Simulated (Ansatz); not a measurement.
Start of a relaxation of MgSn2N2:

```cif
data_structure
_symmetry_space_group_name_H-M 'P4/mmm'
_symmetry_Int_Tables_number 123
_cell_length_a 3.6910
_cell_length_b 3.6910
_cell_length_c 8.4603
_cell_angle_alpha 90.000
_cell_angle_beta 90.000
_cell_angle_gamma 90.000
_cell_volume 115.26
loop_
_atom_site_label
_atom_site_type_symbol
_atom_site_symmetry_multiplicity
_atom_site_Wyckoff_symbol
_atom_site_fract_x
_atom_site_fract_y
_atom_site_fract_z
_atom_site_occupancy
Mg1 Mg 1 a 0.00000 0.00000 0.00000 1
Sn1 Sn 1 d 0.50000 0.50000 0.50000 1
Sn2 Sn 1 c 0.50000 0.50000 0.00000 1
N1 N 2 g 0.00000 0.00000 0.75732 1
```

Method: DFT PBE, scalar-relativistic, plane waves, PAW (Ansatz). Cutoff 420 eV, Gaussian smearing, Γ-centred meshes. Cell and atoms relax first on a coarse mesh and then on a finer one. In between, the cell is made exact in the group found at 0.06 Å. In metals the finer mesh still leaves noise of several meV/atom or more. The steps can't lower the symmetry of their start. No spin polarisation.

A guess keeps its type if space group and coordination stay and the shape of the cell changes little (axis ratios within about 15 %, angles within 6°); the volume may change.

Problem. Does this structure survive the relaxation?

Solution. It doesn't keep its type. The symmetry stays P4/mmm (No. 123). The volume per atom grows by 4.0 %, from 23.1 to 24.0 Å³. The shortest distance goes from 2.05 Å (Mg–N) to 1.13 Å (N–N). The ratio c/a of the conventional cell changes by a factor of 0.54. Counting neighbours within 15 % of an atom's shortest distance, the start has Mg 2, N 1, Sn 4/12 and the end Mg 2, N 1, Sn 2/6. In detail, at the end Mg is surrounded by 2 N at 2.28 Å and 4 Sn at 3.25 Å; Sn on its first site has 2 Sn at 2.84 Å and 8 N at 3.30 Å; N has 1 N at 1.13 Å, 1 Mg at 2.28 Å and 4 Sn at 3.30 Å; 1 more site not described.

```
CELL_PARAMETERS angstrom
4.59176 0.00000 0.00000
0.00000 4.59176 0.00000
0.00000 0.00000 5.68486
ATOMIC_POSITIONS crystal
Mg 0.00000 0.00000 0.00000
Sn 0.50000 0.50000 0.50000
Sn 0.50000 0.50000 0.00000
N 0.00000 0.00000 0.59980
N 0.00000 0.00000 0.40020
```

The last run used an 8×8×8 mesh for its 5-atom cell and Gaussian smearing of 0.10 eV. Symmetry constrained the relaxation, so the result can be a saddle point. Another cell of MgSn2N2 relaxed alike, in P-4m2 (a Materials Project cell), lies 0.48 eV/atom lower, so this cell isn't the stable form at this level.

In counts of neighbours, a slash parts the counts of unlike sites.
